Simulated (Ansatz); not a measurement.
Relaxed candidate structures of Zn:

A. Fm-3m (No. 225), cF4, fcc (Cu type); a = b = c = 3.838 Å, α = β = γ = 90.00°; Zn 4a (0.000, 0.000, 0.000)

B. P6₃/mmc (No. 194), hP2, hcp (Mg type); a = b = 2.6358 Å, c = 4.6570 Å, α = β = 90.00°, γ = 120.00°; Zn 2d (0.667, 0.333, 0.250)

C. Fd-3m, origin choice 1 (No. 227), cF8, diamond type; a = 5.6554 Å, b = 5.6554 Å, c = 5.6554 Å, α = 90.00°, β = 90.00°, γ = 90.00°; Zn 8a (0.000, 0.000, 0.000)

D. I4₁/amd, origin choice 1 (No. 141), tI4; a = 5.0697 Å, b = 5.0697 Å, c = 2.5015 Å, α = 90.00°, β = 90.00°, γ = 90.00°; Zn 4a (0.000, 0.000, 0.000)

Task: Rank these by energy per atom (lowest first), as PBEsol (plane waves to 420 eV, PAW, scalar-relativistic; Ansatz, a first-principles code) gives it.

Result: B (reference, the lowest of the structures calculated here), A (+0.03 eV/atom), D (+0.23 eV/atom), C (+0.61 eV/atom)

Each run could gain symmetry but not lose that of its start, so entries can be saddle points. From databases, or of a type measured for this composition: Fm-3m, cF4, fcc (Cu type); P6₃/mmc, hP2, hcp (Mg type); the others are generated cells (placed on structure types, drawn at random, substituted or restacked) that were not matched to a known phase here. Static energies at zero pressure. Each cell has its own k-point mesh; energy differences are given only to the digits this allows. No spin polarisation in the result.
